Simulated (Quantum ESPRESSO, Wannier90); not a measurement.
**NaCl (rock salt), plane waves to Wannier functions**

```
NaCl
1.0
    0.00000     2.79406     2.79406
    2.79406     0.00000     2.79406
    2.79406     2.79406     0.00000
Na Cl
1 1
Direct
  0.00000   0.00000   0.00000
  0.50000   0.50000   0.50000
```

Cell from Materials Project (mp-22862), symmetrised, no further relaxation. COD (Crystallography Open Database) has an entry of this formula and space group (matched by these alone). Computed values, not measurements, from PBE: Quantum ESPRESSO (norm-conserving PseudoDojo potentials, cutoff 71 Ry, no spin polarisation, no spin-orbit coupling) on a Γ-centred 10×10×10 mesh, then Wannier90. Density: 10×10×10 mesh, cold smearing 0.01 Ry.

The plane-wave run has 19 bands and 16 electrons a cell. On the energy scale of pw.x, whose zero is arbitrary, the valence-band maximum lies at 1.27 eV.

Isolated groups of bands, relative to the valence-band maximum (bands from 9 on overlap up to the last one computed):

```
bands  from (eV)  to (eV)  filling  weight on atomic waves
-----  ---------  -------  -------  ----------------------
1         -48.89   -48.89   filled             Na 2s 100 %
2–4       -20.84   -20.80   filled             Na 2p 100 %
5         -12.72   -12.29   filled   Cl 3s 93 %, Na 3s 6 %
6–8        -2.00     0.00   filled              Cl 3p 96 %
```

Input w.win, without the blocks of cell, atoms and k-points (1000 lines):

```
num_bands = 15
num_wann = 8
exclude_bands = 1-4
num_iter = 800
conv_tol = 1.0e-6
conv_window = 4
dis_num_iter = 1000
dis_conv_tol = 1.0e-6
dis_froz_max = 13.99
write_hr = true
write_u_matrices = true
begin projections
Na: s;p
Cl: s;p
end projections
mp_grid = 10 10 10
```

wannier90.x stops with:
```
dis_windows: More states in the frozen window than target WFs
```
At some k-point more bands lie below dis_froz_max than there are Wannier functions, and every frozen state has to fit into the subspace. Mended as below, all else unchanged, the run goes through (Ω_I = 11.4 Å²) and follows the plane-wave bands to 0.8 meV rms (states up to 6.2 eV relative to the valence-band maximum).
```
dis_froz_max = 7.99
```
